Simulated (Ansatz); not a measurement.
An Ansatz (a program for electronic structure) run. Input:

Ansatz 0.2 input:
```yaml
crystal:
  lattice:
    - [0.0, 3.2717328105, 3.2717328105]
    - [3.2717328105, 0.0, 3.2717328105]
    - [3.2717328105, 3.2717328105, 0.0]
  atoms:
    - { symbol: Sn, position: [0.5, 0.5, 0.5] }
    - { symbol: Sn, position: [0.75, 0.75, 0.75] }
kpoints:
  mp_grid: { grid: [23, 23, 23] }
hamiltonian:
  xc: r2scan
  dispersion: d4
  pseudopotentials: { kind: paw }
scf:
  occupations: { method: fermi_dirac, width: 0.1 }
elastic: { mode: relaxed_ion, stencil: two_point, amplitude: 0.005, f_tol: 0.0005 }
```

Output (shortened):

```
Pseudopotential: Sn, paw, valence charge 14
Functional definition: r2SCAN
Crystal: 2 atoms, lattice volume = 70.043 Å³
Basis set: ecut = 500 eV, 1807 PW (Γ), exchange–correlation on 144×144×144 points (64 copies of the dense FFT grid, shifted against one another)
Bands: 18, of which v1, the nominal top of the filled ones, is band 14 counted from 1 (13 counted from 0)
Symmetry: 48 space group operations
Space group: Fd-3m (ITA 227), of the structure as read, at distance tolerance 4.1e-5 Å
k-points: 364 of 12167
SCF 1 converged in 10 iterations: F = -12077.502359 eV  dr2 = 5.48e-14
Crystal: 2 atoms, lattice volume = 70.043 Å³
SCF 2 converged in 2 iterations: F = -12077.502359 eV  dr2 = 2.61e-14
Crystal: 2 atoms, lattice volume = 69.693 Å³
Symmetry: 16 space group operations
k-points: 936 of 12167
SCF 3 converged in 11 iterations: F = -12077.501945 eV  dr2 = 9.33e-15
Crystal: 2 atoms, lattice volume = 70.393 Å³
SCF 4 converged in 8 iterations: F = -12077.502030 eV  dr2 = 9.10e-15
Crystal: 2 atoms, lattice volume = 70.042 Å³
Symmetry: 8 space group operations
k-points: 1728 of 12167
SCF 5 converged in 12 iterations: F = -12077.502073 eV  dr2 = 1.07e-14
relax step   1: F+E_penalty+E_count = -12077.50207318 eV  Δ(F+E_penalty+E_count) = +0.000e0 eV  max|allowed force component| = 4.231e-2 eV/Å  Δτ_max = 0.0000 Å  (12 SCF iters, accepted)
Crystal: 2 atoms, lattice volume = 70.042 Å³
SCF 6 converged in 11 iterations: F = -12077.501866 eV  dr2 = 3.70e-14
relax step   2: F+E_penalty+E_count = -12077.50186550 eV  Δ(F+E_penalty+E_count) = +2.077e-4 eV  max|allowed force component| = 7.147e-2 eV/Å  Δτ_max = 0.0071 Å  (11 SCF iters, rejected (line search))
Crystal: 2 atoms, lattice volume = 70.042 Å³
SCF 7 converged in 11 iterations: F = -12077.502185 eV  dr2 = 7.65e-15
relax step   3: F+E_penalty+E_count = -12077.50218518 eV  Δ(F+E_penalty+E_count) = -1.120e-4 eV  max|allowed force component| = 2.789e-4 eV/Å  Δτ_max = 0.0026 Å  (11 SCF iters, accepted)
Crystal: 2 atoms, lattice volume = 70.042 Å³
SCF 8 converged in 2 iterations: F = -12077.502185 eV  dr2 = 3.77e-15
Crystal: 2 atoms, lattice volume = 70.042 Å³
SCF 9 converged in 12 iterations: F = -12077.502073 eV  dr2 = 1.08e-14
relax step   1: F+E_penalty+E_count = -12077.50207318 eV  Δ(F+E_penalty+E_count) = +0.000e0 eV  max|allowed force component| = 4.231e-2 eV/Å  Δτ_max = 0.0000 Å  (12 SCF iters, accepted)
Crystal: 2 atoms, lattice volume = 70.042 Å³
SCF 10 converged in 10 iterations: F = -12077.502185 eV  dr2 = 8.25e-14
relax step   2: F+E_penalty+E_count = -12077.50218518 eV  Δ(F+E_penalty+E_count) = -1.120e-4 eV  max|allowed force component| = 3.449e-8 eV/Å  Δτ_max = 0.0026 Å  (10 SCF iters, accepted)
Crystal: 2 atoms, lattice volume = 70.042 Å³
SCF 11 converged in 2 iterations: F = -12077.502185 eV  dr2 = 3.13e-14
SCF converged after 2 iterations
Free energy (F): -12077.502359 eV
Harris-Foulkes:  -12077.502359 eV  (|F-HF|=1.09e-11)
Internal energy: -12077.499727 eV  (E = F + TS)
E sigma→0 (E₀):  -12077.501043 eV
Entropy (-TS):   -0.002632 eV (-1.316 meV/atom)
Fermi energy:    7.516659 eV
--- Per-component energies (eV) ---
  E_band       = -274.720103
  E_kinetic    = 373.531846
  E_local      = -2332.201186  (includes V_loc(G=0)·N_el)
  E_nonlocal   = -64.877076
  E_hartree    = 1338.314506
  E_xc         = -747.894002
  E_vxc        = -207.392598  (∫ρ·V_xc dr)
  E_paw        = -8322.187114  (= ΣΔE_a)
  E_vpaw       = -733.703122  (= ΣTr[D̂ρ^β])
  E_aug_tail   = -0.000001  (compensation charges beyond the density's cutoff)
  E_vtau       = 13.293022  (kinetic-family band-sum trace: ∫τ·v_τ [+ j·A + Jᵃ·Aᵃ] dr)
  E_ewald      = -2323.436138
  E_disp       = -0.221203  (pairwise vdW)
  E_core_change = 1.470640  (= ΣΔE_core)
  E_smearing   = -0.002632  (= −TS)
  E_closure    = 0.000000  (closes the sum)
  Σ components = -12077.502359   (vs F -12077.502359, Δ=0.00e0)
--- Forces (eV/Å), atoms counted from 1 ---
  atom   1  Sn     0.00000000     0.00000000     0.00000000
  atom   2  Sn     0.00000000     0.00000000     0.00000000
  max |Σ_I F_I| component: 2.31e-17 eV/Å
--- Stress (GPa, compression-positive) ---
        0.018669       0.000000       0.000000
        0.000000       0.018669       0.000000
        0.000000       0.000000       0.018669
  P = ⅓ Tr σ = 0.0187 GPa (0.187 kbar)
--- Band table (eV; the first three rows and the last of 364) ---
  k-point 0: bands = ["-14.9677", "-14.9677", "-14.9677", "-14.9072", "-14.9072", "-14.6026", "-14.6026", "-14.6026", "-14.5896", "-14.5896", "-3.5160", "6.9060", "7.4521", "7.4521", "7.4521", "9.6673", "9.6673", "9.6673"]
  k-point 1: bands = ["-14.9693", "-14.9693", "-14.9672", "-14.9050", "-14.9050", "-14.6071", "-14.6071", "-14.6032", "-14.5854", "-14.5854", "-3.4971", "6.4855", "7.4101", "7.4101", "7.7504", "9.7213", "9.7213", "9.7476"]
  k-point 2: bands = ["-14.9736", "-14.9736", "-14.9658", "-14.8991", "-14.8991", "-14.6151", "-14.6151", "-14.6048", "-14.5784", "-14.5784", "-3.4405", "5.8271", "7.2978", "7.2978", "8.0265", "9.8670", "9.8670", "10.0165"]
  k-point 363: bands = ["-15.0376", "-15.0341", "-14.8381", "-14.8171", "-14.7630", "-14.7485", "-14.7212", "-14.7033", "-14.5106", "-14.5072", "-0.4258", "-0.1081", "4.1884", "4.4186", "10.7241", "11.1838", "11.7111", "11.7941"]
--- Elastic constants: 2 strain directions × 2 members + reference (group order 48) ---
  dense FFT box of the reference and of every strained cell: 36×36×36
  strains applied: 11, 23; error gains: componentwise 1.00 (the most a stress slope's error grows in a printed constant), spectral 1.73 (1 for all six strains …
  pairwise dispersion correction: d4 (s6 = 1.0, s8 = 0.6018749, s9 = 1.0, a1 = 0.51559235, a2_bohr = 5.77342911), with the weights of each atom's references …
  C = ∂σ_k/∂η_j (tension-positive GPa; Voigt order 11 22 33 23 13 12):
        67.964     32.292     32.292      0.000      0.000      0.000
        32.292     67.964     32.292      0.000      0.000      0.000
        32.292     32.292     67.964      0.000      0.000      0.000
         0.000      0.000      0.000     31.747      0.000      0.000
         0.000      0.000      0.000      0.000     31.747      0.000
         0.000      0.000      0.000      0.000      0.000     31.747
  reference stress σ⁰ (GPa):     -0.019     -0.019     -0.019      0.000      0.000      0.000
  moduli (Voigt/Reuss/Hill, GPa): K = 44.18/44.18/44.18   G = 26.18/24.20/25.19   E = 63.50   ν = 0.260
  mechanically stable: yes (min eigenvalue of sym C = 31.75 GPa)
  strain η (Voigt 11):  stress-route row diagonal C_11 = 67.96 GPa, energy-path curvature d²(F+E_count+ΔE)/dδ²/Ω₀ = 67.97 GPa
         δ    σ_11 (GPa)             F (eV)   n_scf  n_hpsi   n_pw
    -5.000e-3      -0.3611      -12077.5019446      11  378625   1808   relax 0 steps, max|allowed force component| 4.86e-17 eV/Å
     5.000e-3       0.3186      -12077.5020300       8  318734   1816   relax 0 steps, max|allowed force component| 2.78e-17 eV/Å
  strain η (Voigt 23):  stress-route row diagonal C_44 = 31.75 GPa, energy-path curvature d²(F+E_count+ΔE)/dδ²/Ω₀ = 31.76 GPa
         δ    σ_23 (GPa)             F (eV)   n_scf  n_hpsi   n_pw
    -5.000e-3      -0.1587      -12077.5021852       2  311531   1815   relax 3 steps, max|allowed force component| 2.79e-4 eV/Å
     5.000e-3       0.1587      -12077.5021852       2  312990   1815   relax 2 steps, max|allowed force component| 3.45e-8 eV/Å
```

Cost: very roughly 23 core-minutes on shared cores.

This is a known low-temperature phase of the composition, computed here at zero pressure and temperature. The r²SCAN+D4 relaxation kept the symmetry of its start; its stability against distortions is not shown here. The pairwise dispersion correction was not fitted to metals. As this level gives no gap, shear constants depend on the k-mesh and smearing (Fermi–Dirac, 0.1 eV here). Scalar-relativistic: spin–orbit coupling is off unless named, which matters more the heavier the elements.

Potentials: the later of the program's two PAW sets.

Ansatz is a plane-wave DFT program.
